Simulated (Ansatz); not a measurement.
**TaF$_{3}$ in Ansatz, settings compared**

Launch command:

```bash
ansatz run input.yaml --threads 1 --pin off --max-ram 2560MiB --backend cpu --events-out ev --progress --plain --runs-dir out
```

Input:

```yaml
crystal:
  lattice:
    - [3.964994, 0.0, 0.0]
    - [0.0, 3.964994, 0.0]
    - [0.0, 0.0, 3.964994]
  atoms:
    - { symbol: Ta, position: [0.0, 0.0, 0.0] }
    - { symbol: F, position: [0.5, 0.0, 0.0] }
    - { symbol: F, position: [0.0, 0.5, 0.0] }
    - { symbol: F, position: [0.0, 0.0, 0.5] }
  symmetry: { tolerance: 0.0003 }
kpoints:
  mp_grid: { grid: [5, 5, 5], shift: [0, 0, 0] }
magnetization:
  spin_polarized: false
scf:
  occupations: { method: fermi_dirac }
hamiltonian:
  pseudopotentials: { kind: paw }
  xc: r2scan
basis:
  ecutwfc: 500
output:
  forces: true
  stress: true
  eigenvalues: true
  write_density: true
  write_potential: true
  elf: true
  volumetric_format: npy
relax:
  max_steps: 40
  cell: {}
```

Origin of the cell: a database entry, scaled a little.

The smearing width isn't typed, so it takes its default of 0.1 eV.

Output of this run (shortened):

```
Pseudopotentials: kind: paw
Pseudopotential: Ta, paw, valence charge 13, recommended cutoff 500 eV (meta_gga), Ta.paw.azcp
Pseudopotential: F, paw, valence charge 7, recommended cutoff 500 eV (meta_gga), F.paw.azcp
Functional definition: r2SCAN
  exchange = r2scan_x(k0 = k0, k1 = k1, a1 = a1)
  correlation = r2scan_c
Crystal: 4 atoms, lattice volume = 62.334 Å³
Basis set: ecut = 500 eV, 1575 PW (Γ), exchange–correlation on 120×120×120 points (64 copies of the dense FFT grid, shifted against one another)
Bands: 21, of which v1, the nominal top of the filled ones, is band 17 counted from 1 (16 counted from 0)
Symmetry: 48 space group operations
Space group: Pm-3m (ITA 221), of the structure as read, at distance tolerance 1.2e-3 Å
[… 7 lines left out …]
Initial density: superposition of atomic densities (neutral atoms: chi_scale 0, normalization atom), corrected by the library's trained network
Functional: x = r2scan, c = r2scan; τ floored in thin density (d = 2e-4 eV/Å³)
SCF iter   1: F=—  HF=-12374.910986 eV  Δρ=7.09e-3  dr2=2.10e-2  dr2_τ=1.61e-1
SCF iter   2: F=—  HF=-12375.015259 eV  Δρ=2.19e-3  dr2=1.04e-3  dr2_τ=3.35e-4
SCF iter   3: F=—  HF=-12375.015809 eV  Δρ=1.09e-3  dr2=4.24e-4  dr2_τ=2.84e-5
SCF iter   4: F=—  HF=-12375.015680 eV  Δρ=2.07e-4  dr2=1.62e-5  dr2_τ=3.56e-6
SCF iter   5: F=—  HF=-12375.015680 eV  Δρ=4.73e-5  dr2=2.03e-6  dr2_τ=4.09e-8
SCF iter   6: F=—  HF=-12375.015680 eV  Δρ=1.25e-5  dr2=1.12e-7  dr2_τ=3.47e-9
SCF iter   7: F=-12375.015680 eV  HF=-12375.015680 eV  Δρ=1.16e-6  dr2=5.97e-10  dr2_τ=1.64e-10
relax step   1: F+E_penalty+E_count = -12375.015680 eV  Δ(F+E_penalty+E_count) = +0.000e0 eV  max|allowed force component| = 0.0 eV/Å  Δτ_max = 0.0000 Å  P = +13.259 GPa  Ω = 62.334 Å³  (7 SC […]
relax step   2: F+E_penalty+E_count = -12375.240781 eV  Δ(F+E_penalty+E_count) = -2.251e-1 eV  max|allowed force component| = 0.0 eV/Å  Δτ_max = 0.0000 Å  P = +1.793 GPa  Ω = 67.479 Å³  energ […]
relax step   3: F+E_penalty+E_count = -12375.245794 eV  Δ(F+E_penalty+E_count) = -5.013e-3 eV  max|allowed force component| = 0.0 eV/Å  Δτ_max = 0.0000 Å  P = +0.266 GPa  Ω = 68.361 Å³  energ […]
relax step   4: F+E_penalty+E_count = -12375.245821 eV  Δ(F+E_penalty+E_count) = -2.740e-5 eV  max|allowed force component| = 0.0 eV/Å  Δτ_max = 0.0000 Å  P = +0.008 GPa  Ω = 68.517 Å³  energ […]
relax step   5: F+E_penalty+E_count = -12375.248947 eV  Δ(F+E_penalty+E_count) = -3.126e-3 eV  max|allowed force component| = 0.0 eV/Å  Δτ_max = 0.0000 Å  P = -0.056 GPa  Ω = 68.517 Å³  stress off target by 5.58e-2 GPa […]
relax step   6: F+E_penalty+E_count = -12375.248976 eV  Δ(F+E_penalty+E_count) = -2.917e-5 eV  max|allowed force component| = 0.0 eV/Å  Δτ_max = 0.0000 Å  P = -0.000 GPa  Ω = 68.483 Å³  energ […]
relax step   7: F+E_penalty+E_count = -12375.248976 eV  Δ(F+E_penalty+E_count) = -2.290e-9 eV  max|allowed force component| = 0.0 eV/Å  Δτ_max = 0.0000 Å  P = +0.000 GPa  Ω = 68.483 Å³  stress off target by 1.28e-5 GPa […]
SCF 7 converged in 5 iterations: F = -12375.248976 eV  dr2 = 7.10e-13
basis re-selected at this cell: Δ(F+E_penalty+E_count) = -2.290e-9 eV, ΔP = +0.000 GPa vs the last step (what re-selecting the basis moved, of the pressure what is left beyond the Pulay corre […]
SCF converged after 5 iterations
Free energy (F): -12375.248976 eV
Harris-Foulkes:  -12375.248976 eV  (|F-HF|=7.28e-12)
Internal energy: -12375.147253 eV  (E = F + TS)
E sigma→0 (E₀):  -12375.198114 eV
Entropy (-TS):   -0.101724 eV (-25.431 meV/atom)
Fermi energy:    8.031591 eV
--- Per-component energies (eV) ---
  E_band       = -450.377481
  E_kinetic    = 993.816413
  E_local      = -3496.823275  (includes V_loc(G=0)·N_el)
  E_nonlocal   = 233.110975
  E_hartree    = 1339.324368
  E_xc         = -439.799818
  E_vxc        = -566.700478  (∫ρ·V_xc dr)
  E_paw        = -9032.564307  (= ΣΔE_a)
  E_vpaw       = -328.816873  (= ΣTr[D̂ρ^β])
  E_aug_tail   = 0.003205  (compensation charges beyond the density's cutoff)
  E_vtau       = 36.383858  (kinetic-family band-sum trace: ∫τ·v_τ [+ j·A + Jᵃ·Aᵃ] dr)
  E_ewald      = -1971.364357
  E_core_change = -0.850455  (= ΣΔE_core)
  E_smearing   = -0.101724  (= −TS)
  Σ components = -12375.248976   (vs F -12375.248976, Δ=0.00e0)
--- Forces (eV/Å), atoms counted from 1 ---
  atom   1  Ta    -0.000000     0.000000    -0.000000
  atom   2  F      0.000000     0.000000     0.000000
  atom   3  F      0.000000     0.000000    -0.000000
  atom   4  F      0.000000     0.000000    -0.000000
  max |Σ_I F_I| component: 0.0 eV/Å
--- Stress (GPa, compression-positive) ---
        0.000013      -0.000000      -0.000000
       -0.000000       0.000013       0.000000
       -0.000000       0.000000       0.000013
  P = ⅓ Tr σ = 0.0000 GPa (0.000 kbar)
--- Relaxed structure (5 steps of the walk, 5 accepted, 2 SCFs on fresh bases) ---
  F+E_penalty+E_count = -12375.248976 eV   max|allowed force component| = 0.0 eV/Å   (the final SCF, on the basis selected at the relaxed cell)
  cell:  # Å, volume = 68.4829 Å³
    - [4.091294, 0.0, 0.0]
    - [0.0, 4.091294, 0.0]
    - [0.0, 0.0, 4.091294]
  atoms:
    - { symbol: Ta, position: [0.0, 0.0, 0.0] }
    - { symbol: F, position: [0.5, 0.0, 0.0] }
    - { symbol: F, position: [0.0, 0.5, 0.0] }
    - { symbol: F, position: [0.0, 0.0, 0.5] }
```

The same input was run again with these changes:

1. `hamiltonian.hubbard` default → { sites: [{ species: Ta, l: d, u_eff: 4.0 }], double_counting: fll }
2. `scf.occupations.method` fermi_dirac → cold; `scf.occupations.width` default → 0.025; `scf.convergence.dr2_threshold` default → 1.0e-09
3. `scf.occupations.method` fermi_dirac → methfessel_paxton; `scf.occupations.width` default → 0.05; `relax.f_tol` default → 0.001; `relax.max_displacement` default → 0.1

```
 run        end  SCF iterations  volume (Å³/atom)  max force component (eV/Å)  moment (μB)  ΔE(σ→0) (meV/atom)
base  converged              39             17.12                       0.000            –                   0
   1  converged              51             17.41                       0.000            –                   –
   2  converged              53             17.10                       0.000            –                1.46
   3  converged              44             17.10                       0.000            –                1.20
```

Energies are compared only where functional, datasets, charge and starting cell are the same.

Caveats of the base run: no moments, though an odd count or open d shells may carry them; no spin-orbit coupling, though heavy elements are present; the k mesh is coarse if the cell is a metal; the relaxation held the start's symmetry, so the end may be a saddle point.

Run 2: the exchange-correlation potential is rough where the density is thin.

The base run ran for 10 s of wall time on 1 CPU thread(s) of a shared host, from the program's own first density.
